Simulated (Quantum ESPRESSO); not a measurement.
Solid-state NMR card for LiF (changed cell)

```yaml
crystal:
  lattice:
    - [0.00000, 2.03151, 2.06213]
    - [2.03151, 0.00000, 2.06213]
    - [2.03151, 2.03151, 0.00000]
  atoms:
    - { symbol: Li, position: [0.00000, 0.00000, 0.00000] }
    - { symbol: F, position: [0.50000, 0.50000, 0.50000] }
```
The cell was made here from a computed Materials Project entry: strained by +1 % along the cube axis and by -0.5 % across it, atoms relaxed (PBE without dispersion, pw.x of a modified build of Quantum ESPRESSO, symmetry kept). The parent is LiF in Fm-3m. Stability against distortions was not tested.

Computed: shieldings by PBE GIPAW (Quantum ESPRESSO, JTH PAW datasets), 22.5 Ha, k-mesh 6×6×6 shifted, f-sum rule met within 0.002 %.

```json
[
 {"site": "Li (atom 1)", "site symmetry": "4/mmm", "σ_iso (ppm)": "82"},
 {"site": "F (atom 2)", "site symmetry": "4/mmm", "σ_iso (ppm)": "364"}
]
```

Shieldings are absolute and leave out the bulk-susceptibility term; a larger σ means a smaller chemical shift. By our sweeps, such settings leave a few ppm in absolute σ. The structure is static (0 K, no zero-point motion).
